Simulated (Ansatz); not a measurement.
Y:
Space group P6₃/mmc (No. 194); a = b = 3.686 Å, c = 5.693 Å, α = β = 90.00°, γ = 120.00°

| atom | site | symmetry | x | y | z |
|---|---|---|---|---|---|
| Y | 2d | -6m2 | 0.6667 | 0.3333 | 0.2500 |

Relaxed with r²SCAN.

Problem. Decompose the optical modes at the zone centre into irreducible representations, and say which are infrared and Raman allowed.

Solution. Point group 6/mmm: Γ_opt = B1g + E2g. Infrared: none. Raman: E2g.

Problem. Assign frequencies (DFPT, DFT-r²SCAN in the program Ansatz with PAW potentials).

Solution. E2g 85, B1g 157 cm⁻¹.

Subscripts of B labels follow the axes of the standard setting.

Space group P6_3/mmc (hcp (Mg type)). The r²SCAN relaxation kept the symmetry of its start; of distortions, only those at the zone centre were tested. No spin polarisation was allowed. As this level gives no gap, phonon frequencies hold no LO–TO term and depend on the k-mesh and smearing (Fermi–Dirac, 0.1 eV here). Axis ratios of metals converge slowly with the k-mesh, so a and c are less sure than the volume.

Potentials: the later of the program's two PAW sets.
